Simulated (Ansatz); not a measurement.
# Stability checks on a candidate for PtF2

It was reached by relaxing an invented guess, and it needn't be the stable form of this composition.

Theory: Ansatz, DFT PBE, scalar-relativistic, plane waves, PAW. Cutoff 420 eV, Γ-centred 12×12×16 mesh (3-atom cell), Gaussian smearing of 0.10 eV, no spin polarisation.

Space group P4/mmm (No. 123). a = 4.089 Å, b = 4.089 Å, c = 2.796 Å, α = 90.00°, β = 90.00°, γ = 90.00°
| atom | site | symmetry | x | y | z |
| --- | --- | --- | --- | --- | --- |
| Pt | 1a | 4/mmm | 0.0000 | 0.0000 | 0.0000 |
| F | 2f | mmm. | 0.5000 | 0.0000 | 0.0000 |

Formation energies are uncorrected and refer to the elements' standard structures at the same level (F₂ as a molecule).

Task: These tests were run: energy against the elements; phonons at Γ. What do they show?

Result:

```csv
test,result
energy against the elements,−0.83 eV/atom
phonons at Γ,imaginary modes down to 40i cm⁻¹
```

It fails one test: phonons at Γ. So it isn't even a local minimum.

These runs have no spin–orbit coupling, which can matter for Pt. The run for the phonons used a 12×12×16 k mesh and Fermi–Dirac smearing of 0.15 eV.
